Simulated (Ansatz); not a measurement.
# Zn$_{2}$Cd$_{3}$Se$_{5}$ (I-4m2) at 2 levels of theory

One geometry, relaxed with PBE; plane waves with PAW potentials in Ansatz, scalar-relativistic. No spin polarisation. Gaps are the least over mesh and band path; pressure is positive in compression.

```
Zn Cd Se
1.0
    -2.11525    2.11525   15.15741
     2.11525   -2.11525   15.15741
     2.11525    2.11525  -15.15741
Zn Cd Se
2 3 5
Direct
  0.90172 0.90172 0.00000
  0.09828 0.09828 0.00000
  0.69657 0.69657 0.00000
  0.30343 0.30343 0.00000
  0.50000 0.50000 0.00000
  0.25000 0.75000 0.50000
  0.85711 0.35711 0.50000
  0.44633 0.94633 0.50000
  0.05367 0.55367 0.50000
  0.64289 0.14289 0.50000
```

```csv
level,cutoff (eV),k mesh,gap (eV),pressure (GPa)
PBE,420,10×10×10,0.64,0.0
```

Problem. What comes out on the same cell with r2SCAN?

Solution.
```
 level  cutoff (eV)    k mesh  gap (eV)  pressure (GPa)
r2SCAN          500  10×10×10      1.14            -1.7
```

It was reached by relaxing an invented guess, and it needn't be the stable form of this composition.
